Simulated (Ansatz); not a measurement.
ZnS:
```xyz
2
Lattice="0.0000 2.7217 2.7217 2.7217 0.0000 2.7217 2.7217 2.7217 0.0000" Properties=species:S:1:pos:R:3 pbc="T T T"
S      4.0825     4.0825     4.0825
Zn     0.0000     0.0000     0.0000
```

Relaxed with PBE.

Question: Give the optical modes at the zone centre with their infrared and Raman activity from DFPT, the program Ansatz at the PBE level (PAW).

Answer: Transverse frequencies, without the LO–TO term; a row sums one degenerate level.

```tsv
ω (cm⁻¹)	degeneracy	IR ((D/Å)²/amu)	Raman (Å⁴/amu)	activity	symmetry
260	3	13.18	5.7	IR+Raman	T2
```

Question: How high does the top mode go among those that the LO–TO term moves?

Answer: 327 cm⁻¹ for q along x.

Space group F-43m (zinc blende). The cell was relaxed with PBE under the symmetry of its start; phonons on a q-mesh show no instability.

Potentials: the later of the program's two PAW sets.
